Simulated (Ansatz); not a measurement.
According to r²SCAN+D4 (plane waves, PAW; program Ansatz), Sn₄HSe₈ in the trigonal phase (P3m1; Pearson symbol hP13) relaxes to a = 7.777 Å, c = 6.343 Å. Sn on 3d has 6 nearest neighbours from 2.69 Å (octahedral); Se on 3d has 3 nearest neighbours from 2.73 Å (trigonal pyramidal); Se on 3d has 3 nearest neighbours from 2.72 Å (trigonal pyramidal). Its formation energy from the elements is -0.33 eV/atom, with no fitted shifts.

Electronic character: metallic (no gap).

The bulk modulus is 20.5 GPa. Bader charges are Sn +1.27 to +1.32, Se -0.70 to -0.41, H +0.02 e.

The start of the workflow was typed in or built on a structure type; neither database checked (COD, Materials Project) lists it. Its standing as an ambient phase is unchecked. The r²SCAN+D4 relaxation kept the symmetry of its start; whether a distortion lowers the energy is not shown. With an odd number of electrons in the cell and no spin polarisation, the count alone makes it a metal. The references are the lowest solids computed at this level, not always the standard phases (solids in place of the gases). Scalar-relativistic: spin–orbit coupling is off unless named, which matters more the heavier the elements.

Potentials: the earlier of the program's two PAW sets.
